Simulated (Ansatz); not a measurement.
Hf₂Ga (space group I4/mcm)

```xyz
6
Lattice="-3.3095 3.3095 2.6179 3.3095 -3.3095 2.6179 3.3095 3.3095 -2.6179" Properties=species:S:1:pos:R:3 pbc="T T T"
Hf     4.3281     1.0185     0.0000
Hf    -1.0185     2.2910     2.6179
Hf     2.2910     1.0185     2.6179
Hf     1.0185     2.2910     0.0000
Ga     0.0000     0.0000     3.9269
Ga     0.0000     0.0000     1.3090
```

The slice is a (100) plane (indices of the conventional cell) through the point (0.846, 0.346, 0.192) (fractional), spanned by u = [110] and v = [101] in vectors of this cell: u (5.24 Å) and v (6.62 Å, at 90° to u). It covers one period; positions are fractions (u, v).

Computed with PBEsol (plane waves to 420 eV, PAW, scalar-relativistic; Ansatz, a program for electronic structure). k mesh 11×11×11. Near the nuclei the fields are pseudised (PAW); where an atom keeps semicore shells as valence, they peak there. Hf2Ga is run without spin polarisation. Hf2Ga was relaxed with its symmetry unable to fall. Spin-orbit coupling is left out, though Hf is heavy.

Problem. Sketch the valence electron density on this plane as a map.

Solution. 
```
|9975200000000000002579|
|8764200000000000002467|
|6542100000000000001245|
|3321000000000000000123|
|1100000000000000000001|
|0000000000000000000000|
|0000111100000001111000|
|0000111110000011111000|
|0001111110000011111100|
|0001111110000011111100|
|0001111110000011111100|
|0001111100000001111100|
|0000010000000000010000|
|0000000000000000000000|
|0000000001222100000000|
|0000000023454320000000|
|0000000135777531000000|
|0000000257898752000000|
|0000001358999853100000|
|0000001358999853100000|
|0000000247888742000000|
|0000000135666531000000|
|1100000012444210000001|
|3321000001111100000123|
|6542100000000000001245|
|8764200000000000002467|
|9975200000000000002579|
|9986310000000000013689|
```
Scale: ten equal steps from -0.82 (start of '0') to 1.55 (end of '9'), in the order '0123456789'. Values: log₁₀ of the valence density in e/Å³. The map has 22 points along u (one character each, u = 0 at the left) and 28 along v (v = 0 in the bottom row). The scale is logarithmic, as a density can span decades between atoms and voids.
